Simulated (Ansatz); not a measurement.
## SiO2, a database entry at a rescaled volume

```
CELL_PARAMETERS angstrom
4.18929 0.00000 0.00000
0.00000 4.18929 0.00000
0.00000 0.00000 2.67018
ATOMIC_POSITIONS crystal
Si 0.00000 0.00000 0.00000
Si 0.50000 0.50000 0.50000
O 0.30590 0.30590 0.00000
O 0.19410 0.80590 0.50000
O 0.69410 0.69410 0.00000
O 0.80590 0.19410 0.50000
```

Method: LDA, no spin polarisation; PAW, plane waves to 420 eV, 6×6×9 Γ-centred mesh, fermi-dirac occupations (width 0.1 eV) (Ansatz 0.2.0), atoms fixed.

(1) Is the cell too large or too small?

(2) Which element gives electrons and which takes them?

(3) What is the formation energy?

(4) Where is the largest force?

(5) Metal or insulator? Give the gap.

Origin: a database entry at a rescaled volume.

Results:

(1) The pressure is -6.0 GPa (compression positive), so with the atoms held at these fractions the cell would first shrink.

(2) Bader charges in e: Si +3.25, O -1.62. In the mean Si gives up most and O takes most.

(3) -3.12 eV an atom against the elements' usual phases (free molecules for gases, crystals otherwise, with no correction for O₂ or N₂), so it is bound against them; other compounds may still compete. Relaxing would lower it.

(4) The largest is on O6 (and as large on other atoms): 0.10 eV/Å, components (0.07, -0.07, 0.00). It makes 49° with the line to a nearest neighbour, Si1 at 1.76 Å.

(5) The gap is 5.48 eV, direct at the points sampled. A semilocal functional usually gives too small a gap.
